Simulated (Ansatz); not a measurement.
KBr:
```
KBr
1.0
    0.00000     3.30442     3.30442
    3.30442     0.00000     3.30442
    3.30442     3.30442     0.00000
K Br
1 1
Direct
  0.00000   0.00000   0.00000
  0.50000   0.50000   0.50000
```

Relaxed with r²SCAN. 

Problem. HSE06 on this cell (Ansatz, a first-principles code, PAW) gives a gap of 5.59 eV. What does r²SCAN give?

Solution. 5.07 eV.

Cost on shared cores: the r²SCAN run (SCF on a 7×7×7 mesh, then bands and DOS) about 14 core-seconds (a rough figure), the HSE06 run (SCF on 5×5×5, then a few points) roughly 50 core-seconds; the tasks are unlike.

Space group Fm-3m (rock salt). Symmetry was held in the r²SCAN relaxation; phonons on a q-mesh show no instability. Scalar-relativistic: spin–orbit coupling is off unless named, which matters more the heavier the elements.

Potentials: the later of the program's two PAW sets.

Ansatz is a plane-wave DFT program.
